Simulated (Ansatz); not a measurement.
## Clamped-ion strain scan in Mo

These are results of DFT r2SCAN, scalar-relativistic, plane waves, PAW (Ansatz), not measurements. Settings: plane waves to 500 eV, k-mesh 22×22×22 (Γ-centred), Gaussian smearing 0.15 eV. No spin polarisation. Energies are free energies at this smearing, counted from the undisturbed cell; pressure is positive in compression.

The undisturbed cell (as given, not relaxed at this level; it stands at 2.3 GPa):

```xyz
1
Lattice="-1.5710 1.5710 1.5710 1.5710 -1.5710 1.5710 1.5710 1.5710 -1.5710" Properties=species:S:1:pos:R:3 pbc="T T T"
Mo    0.0000    0.0000    0.0000
```

The cell is strained by ε times the Voigt pattern (1, 0, 0, 0, 0, 0) (xx, yy, zz, yz, xz, xy; engineering shear) with fractional coordinates fixed. The cell is metallic on the mesh throughout.

| ε | ΔE (meV/atom) | stress summed along the pattern (GPa, tension positive) | pressure (GPa) |
| --- | --- | --- | --- |
| -0.0600 | 112.5 | -38.41 | 22.6 |
| -0.0450 | 64.2 | -28.28 | 16.8 |
| -0.0300 | 30.1 | -18.87 | 11.5 |
| -0.0150 | 9.0 | -10.22 | 6.7 |
| 0.0000 | 0.0 | -2.35 | 2.3 |
| 0.0150 | 1.9 | 4.84 | -1.7 |
| 0.0300 | 13.8 | 11.40 | -5.4 |
| 0.0450 | 34.7 | 17.33 | -8.7 |
| 0.0525 | 48.3 | 20.05 | -10.3 |
| 0.0600 | 63.8 | 22.61 | -11.8 |